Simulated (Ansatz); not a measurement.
CaTaS₂:
```yaml
crystal:
  lattice:
    - [3.45197, 0.00000, 0.00000]
    - [-1.72598, 2.98949, 0.00000]
    - [0.00000, 0.00000, 6.91959]
  atoms:
    - { symbol: S, position: [0.66667, 0.33333, 0.77448] }
    - { symbol: Ta, position: [0.00000, 0.00000, 0.00000] }
    - { symbol: S, position: [0.33333, 0.66667, 0.22552] }
    - { symbol: Ca, position: [0.00000, 0.00000, 0.50000] }
```

Relaxed with PBE+D3(BJ). Special points in fractions of this cell's reciprocal vectors: Γ (0.000, 0.000, 0.000); M (0.500, 0.000, 0.000); K (0.333, 0.333, 0.000); A (0.000, 0.000, 0.500); L (0.500, 0.000, 0.500); H (0.333, 0.333, 0.500).

Q: List the band energies nearest the Fermi level at these points for PBE+D3(BJ) with spin–orbit coupling in the plane-wave PAW code Ansatz.

A: In eV from the Fermi level; about four levels below and three above (degenerate sets whole), none deeper than 8.9 eV; points with the same levels are listed once.

```
k                    below                above
-  -----------------------  -------------------
Γ  -0.45 -0.45 -0.33 -0.33  1.12 1.12 1.14 1.14
M  -2.27 -2.27 -0.16 -0.16  1.91 1.91 2.16 2.16
K  -5.34 -5.34 -4.69 -4.69  0.31 0.31 0.36 0.36
A  -0.28 -0.28 -0.13 -0.13  0.81 0.81 2.53 2.53
L  -3.76 -3.76 -1.97 -1.97  0.08 0.08 1.97 1.97
H  -5.25 -5.25 -0.03 -0.03  0.00 0.00 0.92 0.92
```

Space group P-3m1. The cell is a constructed one: a structure type filled with these elements; neither database checked (COD, Materials Project) lists it. Whether it is the stable phase at ambient conditions was not checked. The PBE+D3(BJ) relaxation kept the symmetry of its start; of distortions, only those at the zone centre were tested. The run is not spin-polarised. With an odd number of electrons in the cell and no spin polarisation, the count alone makes it a metal.

Potentials: the later of the program's two PAW sets.
